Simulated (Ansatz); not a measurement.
AlCu:
```yaml
crystal:
  lattice:
    - [4.06551, 0.00000, 0.00000]
    - [2.03334, -2.06322, 5.62718]
    - [2.03167, -5.98305, 0.00000]
  atoms:
    - { symbol: Al, position: [0.50000, 0.50000, 0.50000] }
    - { symbol: Al, position: [0.15572, 0.53840, 0.14994] }
    - { symbol: Al, position: [0.84428, 0.46160, 0.85006] }
    - { symbol: Al, position: [0.37739, 0.00434, 0.24092] }
    - { symbol: Al, position: [0.62261, 0.99566, 0.75908] }
    - { symbol: Cu, position: [0.00000, 0.00000, 0.00000] }
    - { symbol: Cu, position: [0.25788, 0.75973, 0.72460] }
    - { symbol: Cu, position: [0.74212, 0.24027, 0.27540] }
    - { symbol: Cu, position: [0.10867, 0.22805, 0.55459] }
    - { symbol: Cu, position: [0.89133, 0.77195, 0.44541] }
```

Relaxed with r²SCAN.

Task: Give the Bader charges and basin volumes of the independent atoms, r²SCAN (plane waves, PAW; program Ansatz).

Result: 

| atom | Bader charge (e) | Bader volume (Å³) |
|---|---|---|
| Al1 | +1.45 | 8.8 |
| Al2 | +1.42 | 9.6 |
| Al4 | +1.54 | 8.6 |
| Cu6 | -1.30 | 18.2 |
| Cu7 | -1.69 | 19.3 |
| Cu9 | -1.34 | 17.4 |

Space group C2/m. The workflow started from a Materials Project entry (that database holds measured and hypothetical structures alike); the Crystallography Open Database files this formula in space group No. 12, but the cells were not matched. Whether it is the stable phase at ambient conditions was not checked. Symmetry was held in the r²SCAN relaxation; whether a distortion lowers the energy is not shown. No spin polarisation was allowed.

Potentials: the later of the program's two PAW sets.
